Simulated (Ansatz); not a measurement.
## NaIO₃: axial (c/a) deformation path

The calculation used DFT PBEsol, scalar-relativistic, plane waves, PAW in Ansatz 0.2.0. Cutoff 420 eV, Γ-centred 12×12×14 k-points, Gaussian smearing of 0.15 eV. No spin polarisation. Energies are free energies at this smearing, counted from the undisturbed cell; pressure is positive in compression.

Reference structure (as given, not relaxed at this level; it stands at -7.7 GPa, and it needn't be the usual structure):

```
Na I O
1.0
     2.87500   -3.18500    0.00000
     2.87500    3.18500    0.00000
     0.00000    0.00000    4.05000
Na I O
1 1 3
Direct
  0.00000 0.00000 0.00000
  0.50000 0.50000 0.50000
  0.00000 0.00000 0.50000
  0.00000 0.50000 0.00000
  0.50000 0.00000 0.00000
```

At fixed volume and fractional coordinates, lengths along (0.000, 0.000, 1.000) are scaled against those across it; ρ is that ratio over its starting value. The cell is metallic on the mesh throughout.

| ρ | ΔE (meV/atom) | pressure (GPa) |
| --- | --- | --- |
| 0.850 | ? | ? |
| 0.920 | 62.8 | -6.1 |
| 1.000 | 0.0 | -7.7 |
| 1.100 | -20.2 | -8.2 |
| 1.200 | -1.2 | -7.3 |

Q: Give the withheld values.

A: ΔE (meV/atom) at ρ = 0.850: 175.0; pressure (GPa) at ρ = 0.850: -3.7.